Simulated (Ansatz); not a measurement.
Values for one crystal, relaxed and computed with PBEsol (plane waves, PAW; program Ansatz); other levels are named.

```yaml
volume_per_atom: 14.58 Å³
electronic_character: metallic (no gap)
Pressure derivative B′: 5.3
Elastic constants (relaxed ions, GPa): C11 = 278, C12 = 129, C13 = 95.0, C33 = 416, C44 = 8.9
mechanical_stability: stable (all eigenvalues of C positive)
Density of states at the Fermi level: 0.30 states/eV per atom (mean over ±0.08 eV)
Gap with spin–orbit coupling: none (metallic)
```

Q: Which of these materials gives this?
(A) CaB6, Pm-3m (Ca on 1a, B on 6f)
(B) CoSi2, P6/mmm (Co on 1a, Si on 2d)
(C) BiB, P6_222 (B on 3c, Bi on 3d)
(D) NaBPt3, P6/mmm (B on 2d, Pt on 6i, Na on 1a, Na on 1b)

A: D, NaBPt3, P6/mmm (B on 2d, Pt on 6i, Na on 1a, Na on 1b)

The workflow started from an entry of the Crystallography Open Database (COD). Whether it is the stable phase at ambient conditions was not checked. The cell was relaxed with PBEsol under the symmetry of its start; whether a distortion lowers the energy is not shown. The run is not spin-polarised. As this level gives no gap, shear constants depend on the k-mesh and smearing (Fermi–Dirac, 0.1 eV here). Spin–orbit coupling is left out wherever it is not named.

Potentials: the later of the program's two PAW sets.
